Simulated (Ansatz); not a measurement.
# LiYbRe single point

Input file of Ansatz 0.2.0:

```yaml
crystal:
  lattice:
    - [2.24472298, 3.88797135, 0.0]
    - [-2.24472298, 3.88797135, 0.0]
    - [0.0, 0.0, 9.96934467]
  atoms:
    - { symbol: Yb, position: [0.0, 0.0, 0.3334] }
    - { symbol: Yb, position: [0.0, 0.0, 0.6666] }
    - { symbol: Yb, position: [0.0, 0.0, 0.0] }
    - { symbol: Li, position: [0.3333, 0.3334, 0.196] }
    - { symbol: Li, position: [0.3334, 0.3333, 0.804] }
    - { symbol: Li, position: [0.6667, 0.6666, 0.5] }
    - { symbol: Re, position: [0.6667, 0.6666, 0.1544] }
    - { symbol: Re, position: [0.6666, 0.6667, 0.8456] }
    - { symbol: Re, position: [0.3333, 0.3334, 0.5] }
kpoints:
  mp_grid: { grid: [6, 6, 3], shift: [0, 0, 0] }
magnetization:
  spin_polarized: false
scf:
  occupations: { method: fermi_dirac }
  lower_state_search: "off"
  max_iter: 200
hamiltonian:
  pseudopotentials: { kind: paw }
  xc: pbe
basis:
  ecutwfc: 420
  fft_grid_basis: typed
output:
  forces: true
  stress: true
  eigenvalues: true
  bader: true
  populations: true
  elf: true
  write_potential: true
  volumetric_format: npy
  dos:
    e_range: [-12, 8]
    de: 0.05
    projected: { site_lists: { Li: [Li], Re: [Re], Yb: [Yb] } }
checkpoint:
  read: saved_state
```

The saved state is an earlier solution for the same cell, perhaps on another mesh. 

Parts of the output:

```
SCF iter   1: F=—  Δρ=3.67e-3  dr2=2.49e-2
SCF iter   2: F=—  Δρ=1.71e-3  dr2=5.61e-3
SCF iter   3: F=—  Δρ=1.60e-4  dr2=6.14e-5
SCF iter   4: F=—  Δρ=1.61e-4  dr2=3.33e-5
SCF iter   5: F=—  Δρ=5.65e-5  dr2=6.78e-6
SCF iter   6: F=—  Δρ=2.25e-5  dr2=1.49e-6
SCF iter   7: F=—  Δρ=1.85e-5  dr2=5.43e-7
SCF iter   8: F=—  Δρ=8.47e-6  dr2=5.63e-8
SCF iter   9: F=-74596.4010 eV  Δρ=2.02e-6  dr2=1.14e-8
Free energy (F): -74596.4010 eV
Harris-Foulkes:  -74596.4010 eV  (|F-HF|=6.75e-9)
Internal energy: -74595.8428 eV  (E = F + TS)
E sigma→0 (E₀):  -74596.1219 eV
Entropy (-TS):   -0.5582 eV (-62.023 meV/atom)
Fermi energy:    12.5952 eV
--- Per-component energies (eV) ---
  E_band       = -691.5848
  E_kinetic    = 2766.5707
  E_local      = -22178.9207  (includes V_loc(G=0)·N_el)
  E_nonlocal   = 1649.6696
  E_hartree    = 9350.3736
  E_xc         = -1735.3112
  E_vxc        = -1566.0229  (∫ρ·V_xc dr)
  E_paw        = -48069.0827  (= ΣΔE_a)
  E_vpaw       = -63.6360  (= ΣTr[D̂ρ^β])
  E_aug_tail   = -0.0002  (compensation charges beyond the density's cutoff)
  E_ewald      = -16379.1420
  E_smearing   = -0.5582  (= −TS)
--- Forces (eV/Å), atoms counted from 1 ---
  atom   1  Yb    -0.0002     0.0000     0.0744
  atom   2  Yb     0.0000     0.0000    -0.0744
  atom   3  Yb     0.0000    -0.0003     0.0000
  atom   4  Li     0.0017    -0.0009    -0.2426
  atom   5  Li    -0.0017    -0.0009     0.2426
  atom   6  Li    -0.0018     0.0010     0.0000
  atom   7  Re    -0.0022     0.0010    -1.4869
  atom   8  Re     0.0024     0.0010     1.4869
  atom   9  Re     0.0019    -0.0009     0.0000
--- Stress (GPa, compression-positive) ---
       -0.0331       0.0007      -0.0013
        0.0007      -0.0312       0.0000
       -0.0013       0.0000      -9.5792
  P = ⅓ Tr σ = -3.2145 GPa (-32.145 kbar)
--- Löwdin populations: 9 sites ---
  site symbol       q [e]
     0     Yb     24.5453
     1     Yb     24.5453
     2     Yb     24.3888
     3     Li      2.4286
     4     Li      2.4286
     5     Li      2.4363
     6     Re     14.8785
     7     Re     14.8785
     8     Re     14.9644
  spilling = 0.0040 (of n_electrons = 126.0000)
--- Bader charges: 9 sites ---
  site symbol  charge [e]  shift [e]
     0     Yb      1.0366     0.0000
     1     Yb      1.0366     0.0000
     2     Yb      1.1388     0.0000
     3     Li      0.8001     0.0012
     4     Li      0.8001     0.0012
     5     Li      0.8000     0.0013
     6     Re     -1.7655     0.0011
     7     Re     -1.7655     0.0011
     8     Re     -2.0813     0.0016
```

Origin: a known structure type with other elements, at an estimated volume, so it need not be a known compound. Caveats: no spin polarisation, so a magnetic state may lie lower; f levels without a U or exact exchange are poorly placed.
